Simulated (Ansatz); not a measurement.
Relaxed-ion elastic tensor of GeP3 in space group R-3m (No. 166; Ge on 6c, P on 18h) in GPa (Voigt order), LDA (plane waves, PAW; program Ansatz); density 4.11 g/cm³, 16.74 Å³ per atom.

```
  172   48.2   34.2   14.2    0.0    0.0
 48.2    172   34.2  -14.2    0.0    0.0
 34.2   34.2   63.8    0.0    0.0    0.0
 14.2  -14.2    0.0   46.8    0.0    0.0
  0.0    0.0    0.0    0.0   46.8   14.2
  0.0    0.0    0.0    0.0   14.2   62.1
```

Problem. Is the crystal mechanically stable?

Solution. Yes: the smallest eigenvalue of C is 38.3 GPa.

Problem. Work out the Voigt, Reuss and Hill averages.

Solution. K_V = 71.3, K_R = 55.5, K_H = 63.4; G_V = 50.6, G_R = 42.7, G_H = 46.7 GPa.

Problem. Give Young's modulus, Poisson's ratio, Pugh's ratio and the universal anisotropy index.

Solution. E = 9KG/(3K + G) = 112 GPa; ν = 0.20; K/G = 1.36 (brittle by the Pugh limit of 1.75); A_U = 5G_V/G_R + K_V/K_R − 6 = 1.20.

Problem. Estimate the sound speeds and the Debye temperature.

Solution. v_l = √((K + 4G/3)/ρ) = 5530 m/s, v_t = √(G/ρ) = 3370 m/s, mean 3720 m/s; Θ = (h/k)(3n/4πV)^(1/3) v_m = 433 K.

Problem. How much does each axis shrink under pressure?

Solution. Linear compressibilities β_i = Σ_j S_ij (j = 1 to 3): x 2.5, y 2.5, z 13 per TPa.

The workflow started from an entry of the Crystallography Open Database (COD). Whether it is the stable phase at ambient conditions was not checked. The cell was relaxed with LDA under the symmetry of its start; its stability against distortions is not shown here. A crystal of weakly bound layers computed without a dispersion correction: the cell and the soft elastic constants depend strongly on that. As this level gives no gap, shear constants depend on the k-mesh and smearing (Fermi–Dirac, 0.1 eV here).

Potentials: the later of the program's two PAW sets.
